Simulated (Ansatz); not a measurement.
GaAs:
```xyz
2
Lattice="3.3738 0.0000 0.0000 0.0000 3.3738 0.0000 0.0000 0.0000 3.3738" Properties=species:S:1:pos:R:3 pbc="T T T"
Ga     0.0000     0.0000     0.0000
As     1.6869     1.6869     1.6869
```

Relaxed with PBE. Special points in fractions of this cell's reciprocal vectors: Γ (0.000, 0.000, 0.000); X (0.000, 0.500, 0.000); M (0.500, 0.500, 0.000); R (0.500, 0.500, 0.500).

Question: List the band energies nearest the Fermi level at these points for PBE in the plane-wave PAW code Ansatz.

Answer: In eV from the Fermi level; about four levels below and three above (degenerate sets whole), none deeper than 8.9 eV; … stands for higher levels left out; points with the same levels are listed once.

```
k                    below                above
-  -----------------------  -------------------
Γ  -2.27 -0.61 -0.61 -0.61          4.84 4.84 …
X                    -8.14       1.33 1.33 2.64
M        -5.07 -5.07 -4.66  2.20 6.98 7.00 7.00
R  -2.26 -0.37 -0.37 -0.37                    …
```

Space group Pm-3m (CsCl type). The cell is a constructed one: a structure type filled with these elements; neither database checked (COD, Materials Project) lists it. It is not the phase usual at ambient conditions (space group No. 216). The cell was relaxed with PBE under the symmetry of its start; its stability against distortions is not shown here. Spin–orbit coupling is left out wherever it is not named.

Potentials: the later of the program's two PAW sets.
